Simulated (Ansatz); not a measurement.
CO2, one structure, two calculations

Cell: a COD entry (listed for 1.0 GPa) whose atoms were relaxed with PBE, the cell held.

```cif
data_CO2
_symmetry_space_group_name_H-M 'Pa-3'
_symmetry_Int_Tables_number 205
_cell_length_a 5.4942
_cell_length_b 5.4942
_cell_length_c 5.4942
_cell_angle_alpha 90.000
_cell_angle_beta 90.000
_cell_angle_gamma 90.000
loop_
_atom_site_label
_atom_site_type_symbol
_atom_site_symmetry_multiplicity
_atom_site_Wyckoff_symbol
_atom_site_fract_x
_atom_site_fract_y
_atom_site_fract_z
C C 4 a 0.0000 0.0000 0.0000
O O 8 c 0.1227 0.1227 0.1227
```

One atom of each set is listed.

First run. All values are calculated (Ansatz; DFT, PBE, plane waves and PAW, scalar-relativistic, 420 eV cutoff, Γ-centred 5×5×5 k-points, Fermi–Dirac smearing 0.02 eV), not measured.

| site | V_zz (10²¹ V/m²) | η |
| --- | --- | --- |
| C | -2.94 | 0.00 |
| O | 7.18 | 0.00 |

Second run. The same atoms and settings, except that the gradients are read without the response of the frozen cores to their surroundings (frozen_core: stored), which the first run includes.

Question: Given the first result, estimate the second.

Answer: 

| site | V_zz | η | change of V_zz |
| --- | --- | --- | --- |
| C | -2.64 | 0.00 | +0.30 |
| O | 7.52 | 0.00 | +0.34 |

The largest change of V_zz is on O, from 7.18 to 7.52. In per cent, |V_zz| changes by -10 on C, +5 on O (all sites that start above 0.5).
